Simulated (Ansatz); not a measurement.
Relaxed-ion elastic tensor of CdTe (zinc blende, F-43m) in GPa (Voigt order), DFT-r²SCAN in the program Ansatz with PAW potentials; density 5.65 g/cm³, 35.27 Å³ per atom.

|  | 1 | 2 | 3 | 4 | 5 | 6 |
|---|---|---|---|---|---|---|
| 1 | 51.5 | 34.7 | 34.7 | 0.0 | 0.0 | 0.0 |
| 2 | 34.7 | 51.5 | 34.7 | 0.0 | 0.0 | 0.0 |
| 3 | 34.7 | 34.7 | 51.5 | 0.0 | 0.0 | 0.0 |
| 4 | 0.0 | 0.0 | 0.0 | 19.9 | 0.0 | 0.0 |
| 5 | 0.0 | 0.0 | 0.0 | 0.0 | 19.9 | 0.0 |
| 6 | 0.0 | 0.0 | 0.0 | 0.0 | 0.0 | 19.9 |

Q: Is the crystal mechanically stable?

A: Yes: the smallest eigenvalue of C is 16.9 GPa.

Q: Work out the Voigt, Reuss and Hill averages.

A: K_V = 40.3, K_R = 40.3, K_H = 40.3; G_V = 15.3, G_R = 12.9, G_H = 14.1 GPa.

Q: Give Young's modulus, Poisson's ratio, Pugh's ratio and the universal anisotropy index.

A: E = 9KG/(3K + G) = 37.9 GPa; ν = 0.34; K/G = 2.86 (ductile by the Pugh limit of 1.75); A_U = 5G_V/G_R + K_V/K_R − 6 = 0.93.

Q: Estimate the sound speeds and the Debye temperature.

A: v_l = √((K + 4G/3)/ρ) = 3230 m/s, v_t = √(G/ρ) = 1580 m/s, mean 1770 m/s; Θ = (h/k)(3n/4πV)^(1/3) v_m = 161 K.

Q: Give the Zener ratio and Young's modulus along [100], [110] and [111].

A: A = 2C44/(C11 − C12) = 2.35; 1/E = S11 − 2(S11 − S12 − S44/2)Γ with Γ = 0, 1/4, 1/3 gives 23.7, 39.7, 51.2 GPa.

Q: Solve the Christoffel equation for the three sound speeds along [100], [110], [111].

A: Eigenvalues of C_ijkl n_j n_l equal ρv² (piezoelectric stiffening left out). In km/s, slowest first: [100] 1.88, 1.88, 3.02; [110] 1.22, 1.88, 3.34; [111] 1.47, 1.47, 3.44.

Symmetry was held in the r²SCAN relaxation; of distortions, only those at the zone centre were tested. Spin–orbit coupling is left out wherever it is not named.

Potentials: the earlier of the program's two PAW sets.
